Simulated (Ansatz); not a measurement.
Method: DFT PBE, scalar-relativistic, plane waves, PAW in Ansatz 0.2.0. Settings: cutoff 420 eV, Γ-centred meshes spaced at most about 0.3 Å⁻¹, and about 0.25 Å⁻¹ or finer for metals (2π included), Gaussian smearing. No spin polarisation in the final relaxations.

These are static total energies at zero pressure.

Compare these two cells of In2BAs3, each relaxed at this level.

1.

```xyz
6
Lattice="2.5180 -6.3324 0.0000 2.5180 6.3324 0.0000 0.0000 0.0000 4.9555" Properties=species:S:1:pos:R:3 pbc="T T T"
In    2.5180   -4.0255    0.0000
In    2.5180    4.0255    0.0000
B     0.0000    0.0000    0.0000
As    0.0000    0.0000    2.4777
As    2.5180    0.0000    2.4777
As    2.5180    0.0000    0.0000
```

2.

```xyz
6
Lattice="5.4375 0.0000 0.0000 -2.7187 4.7090 0.0000 0.0000 0.0000 7.5885" Properties=species:S:1:pos:R:3 pbc="T T T"
In    0.0000    0.0000    6.0213
In    0.0000    0.0000    1.5672
B     0.0000    0.0000    3.7943
As    2.7187    0.0000    0.0000
As   -1.3594    2.3545    0.0000
As    1.3594    2.3545    0.0000
```

Question: Which form is favoured at zero pressure, and by what margin per atom?

Answer: Cell 1 is lower, by 0.35 eV/atom. Cell 1 has space group Cmmm (No. 65), 26.3 Å³/atom and no gap on its mesh; cell 2 has space group P6/mmm (No. 191), 32.4 Å³/atom and no gap. Counting As or B atoms around In (for each partner element, those within 1.25 times its shortest distance or 1.15 times the sum of covalent radii, where it is the nearest in units of that sum or under 1.3; a plus sign parts groups by distance over the sum of covalent radii), cell 1 has In 1+4+5 and cell 2 has In 1+6. Cell 1 holds As–As nets (shortest 2.48 Å); in cell 2 the shortest As–As distance is 2.72 Å, near bonding range too. The denser one is the lower, and pressure would at first widen the difference. Even the lower one lies +0.61 eV/atom against the reference forms of the elements (uncorrected), so neither is stable at this level. In cell 1, around In lies 1 B at 2.31 Å; B is surrounded by 2 In at 2.31 Å and 4 As at 2.48–2.52 Å; around As on its first site lie 2 B at 2.48 Å and 2 As at 2.52 Å; 2 more sites not described. In cell 2, In has 1 B at 2.23 Å, 1 In at 3.13 Å and 6 As at 3.14 Å; B has 2 In at 2.23 Å; around As lie 4 As at 2.72 Å and 4 In at 3.14 Å. Both come from invented guesses. A third cell relaxed alike, in P-4m2, lies 160 meV/atom below the lower of the two.

Cells relaxed within their symmetry can be saddle points.
